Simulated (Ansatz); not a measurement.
InAs (zinc blende, F-43m) at seven volumes, the program Ansatz at the r²SCAN level (PAW), scaled uniformly. One row is withheld.

```json
[
 {"V (Å³/atom)": "25.925", "P (GPa)": "?"},
 {"V (Å³/atom)": "26.780", "P (GPa)": "4.13"},
 {"V (Å³/atom)": "27.634", "P (GPa)": "1.89"},
 {"V (Å³/atom)": "28.489", "P (GPa)": "0.00"},
 {"V (Å³/atom)": "29.344", "P (GPa)": "-1.54"},
 {"V (Å³/atom)": "30.198", "P (GPa)": "-2.88"},
 {"V (Å³/atom)": "31.053", "P (GPa)": "-4.01"}
]
```

Question: Fit the shown pressures and predict the withheld one.

Answer: P = (3/2)B₀(x^(7/2) − x^(5/2))[1 + (3/4)(B′ − 4)(x − 1)] with x = (V₀/V)^(2/3). Least squares on the six rows gives V₀ = 28.498 Å³/atom, B₀ = 57.2 GPa, B′ = 4.77. At V = 25.925, x = 1.0651 and P = 6.79 GPa. The run itself gave 6.79 GPa.

The r²SCAN relaxation kept the symmetry of its start; phonons on a q-mesh show no instability.

Potentials: the later of the program's two PAW sets.
